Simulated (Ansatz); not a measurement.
## GePdS₃: computed property card

GePdS₃:
```xyz
10
Lattice="6.9641 1.7221 0.0000 -6.9641 1.7221 0.0000 -2.3606 0.0000 8.3854" Properties=species:S:1:pos:R:3 pbc="T T T"
Ge    -6.4745     1.7221     2.6263
Ge     4.1140     1.7221     5.7591
Pd    -1.6785     1.7221     0.2790
Pd    -0.6821     1.7221     8.1064
S      0.7032     1.7221     4.0188
S     -3.0638     1.7221     4.3666
S     -4.7751     1.7221     1.1751
S      2.4146     1.7221     7.2104
S      5.3799     1.7221     1.7979
S     -7.7404     1.7221     6.5875
```

Space group C2/m (No. 12); conventional cell a = 13.928 Å, b = 3.444 Å, c = 8.711 Å, α = 90.00°, β = 105.72°, γ = 90.00°.

Method: the program Ansatz at the LDA level (PAW). Structure relaxed to zero pressure with the same functional. Other levels are named where they apply.

### Cell and energy

- Volume per atom = 20.11 Å³
- Density = 4.54 g/cm³
- Formation energy from the elements (no fitted shifts) = -0.39 eV/atom

### Electronic structure

* **Band gap**: 0.95 eV (indirect)
* **Valence-band maximum**: off the standard path, at k = (-0.094, 0.094, -0.427) in fractions of the reciprocal vectors
* **Conduction-band minimum**: on the D2–A line, 56 % of the way from D2 (k = 0.115, 0.115, -0.500 in fractions of the reciprocal vectors) (2 equivalent valleys)
* **Smallest direct gap on the standard path**: 1.22 eV
* **Electron effective mass**: 0.28, 0.28, 1.3 mₑ (principal values)
* **Hole effective mass**: 0.66, 0.80, 1.3 mₑ (principal values)

### Phonons

- Highest zone-centre frequency (without LO–TO term) = 419 cm^-1
- Zone-centre stability = no imaginary mode at Γ

The first step of the workflow began from a Materials Project structure, measured or hypothetical; the Crystallography Open Database copy checked does not list it. Its standing as an ambient phase is unchecked. The LDA relaxation kept the symmetry of its start. The run is not spin-polarised. A crystal of weakly bound chains computed without a dispersion correction: the cell and the soft elastic constants depend strongly on that. The references are the lowest solids computed at this level, not always the standard phases. Scalar-relativistic: spin–orbit coupling is off unless named, which matters more the heavier the elements.

Potentials: the later of the program's two PAW sets.
